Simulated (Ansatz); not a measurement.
# Al3Ru2 under pressure

These are results of Ansatz 0.2.0, DFT LDA, scalar-relativistic, plane waves, PAW, not measurements. Settings: 420 eV plane-wave cutoff, Γ-centred 16×16×16 mesh, Fermi-Dirac smearing of 0.15 eV. No spin polarisation. Phonons by linear response, acoustic sum rule imposed.

The cell, relaxed at this level:
```
Al Ru
1.0
    -1.52475    1.52475    7.07857
     1.52475   -1.52475    7.07857
     1.52475    1.52475   -7.07857
Al Ru
3 2
Direct
  0.00000 0.00000 0.00000
  0.80621 0.80621 0.00000
  0.19379 0.19379 0.00000
  0.60555 0.60555 0.00000
  0.39445 0.39445 0.00000
```

In a metal, frequencies and elastic constants depend on the k mesh and the smearing, soft modes and shear constants most.

Question: The cell is relaxed again at 3 and 10 GPa. How do volume, gap and optical modes at Γ (cm⁻¹, counted from the lowest optical one; a degenerate one stands once) change?

Answer:
|  | 0 GPa | 3 GPa | 10 GPa |
| --- | --- | --- | --- |
| V/V0 | 1.000 | 0.986 | 0.956 |
| gap (eV) | 0.00 | 0.00 | 0.00 |
| mode 1 | 148 | 152 | 160 |
| mode 3 | 185 | 192 | 205 |
| mode 4 | 263 | 270 | 284 |
| mode 6 | 269 | 278 | 296 |
| mode 7 | 297 | 304 | 320 |
| mode 9 | 360 | 370 | 391 |
| mode 11 | 400 | 410 | 429 |
| mode 12 | 403 | 411 | 430 |